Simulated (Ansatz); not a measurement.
NaTi2: forces and stress of a distorted cell

This is artificial NaTi2 in a rock-salt lattice with a pair of atoms on one site, strained and with atoms displaced.

PBE on LAPW, all electrons: scalar-relativistic, point nucleus (Ansatz). 2×2×2 (half-step shift) k-points (coarse, not zone-converged), Fermi–Dirac occupations at kT = 0.15 eV. For a metal, stress, forces and moments on so few k-points can be far from the converged ones. On this fcc-type cell the shift lowers the mesh's symmetry. No spin polarisation. The cell's electron count is odd, so a run with spin could end lower. Atoms are numbered as listed.

```xyz
3
Lattice="-3.5350 0.0872 3.5288 -0.1506 3.5109 3.4654 -3.5379 3.5772 0.0843" Properties=species:S:1:pos:R:3 pbc="T T T"
Na   -3.1372    1.0247    3.7664
Ti   -5.9890    3.4951    6.6006
Ti   -7.6118    5.2642    8.2501
```

Forces (eV/Å): Na1 (-0.427, -1.244, 0.833); Ti2 (0.255, 1.019, -0.266); Ti3 (0.173, 0.225, -0.567).

Stress xx yy zz yz xz xy in GPa, positive in compression: -0.01 2.32 0.60 -2.73 2.80 2.70.

```yaml
All-electron_E_−_TS_for_this_scheme: -50881.403 eV
Pressure: 0.97 GPa
Largest_force: 1.557 eV/Å
```

Question: Repeat with PBE (spin-polarised). Spin-polarised from the start moments 0, 2, 2 μB (atoms as listed), with no search for lower states.

Answer: Against PBE without spin, the pressure goes up by 1.00 GPa to 1.97 GPa, and the forces move by 0.215 eV/Å (r.m.s. over the atoms). The free energy goes down by 117.4 meV an atom. The total moment is 4.38 μB and the absolute moment is 4.39 μB.

```
atom  Fx (eV/Å)  Fy (eV/Å)  Fz (eV/Å)
 Na1     -0.439     -1.258      0.852
 Ti2      0.485      0.986     -0.405
 Ti3     -0.046      0.272     -0.447
```
